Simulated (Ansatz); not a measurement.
Data:

Al2Ru:
```cif
data_Al4Ru2
_chemical_formula_sum 'Al4 Ru2'
_space_group_name_H-M_alt 'P 1'
_space_group_IT_number 1
_cell_length_a 5.88170
_cell_length_b 4.93649
_cell_length_c 4.59399
_cell_angle_alpha 76.122
_cell_angle_beta 54.567
_cell_angle_gamma 49.311
loop_
_space_group_symop_operation_xyz
  'x, y, z'
loop_
_atom_site_label
_atom_site_type_symbol
_atom_site_fract_x
_atom_site_fract_y
_atom_site_fract_z
_atom_site_occupancy
Al1 Al 0.07886 0.42114 0.07886 1
Al2 Al 0.42114 0.07886 0.42114 1
Al3 Al 0.17114 0.82886 0.17114 1
Al4 Al 0.82886 0.17114 0.82886 1
Ru1 Ru 0.75000 0.75000 0.75000 1
Ru2 Ru 0.50000 0.50000 0.50000 1
```

This is the LDA-relaxed structure.

Q: All from LDA in the plane-wave PAW code Ansatz, unless another level is named. Give the smallest direct gap on the standard path.

A: 1.25 eV.

Q: And the weight of the valence-edge state by species (Voronoi cells)?

A: Al 77 %, Ru 23 %.

Q: Predict the weight of the conduction-edge state by species (Voronoi cells).

A: Ru 82 %, Al 18 %.

Space group Fddd. The first step of the workflow began from a Materials Project structure, measured or hypothetical; the Crystallography Open Database copy checked does not list it. With Al and Ru taken as one species the cell has the higher symmetry Fddd, so it may be an ordered model of a mixed-site phase. Whether it is the stable phase at ambient conditions was not checked. The cell was relaxed with LDA under the symmetry of its start; phonons on a q-mesh show no instability. The run is not spin-polarised. Scalar-relativistic: spin–orbit coupling is off unless named, which matters more the heavier the elements.

Potentials: the later of the program's two PAW sets.
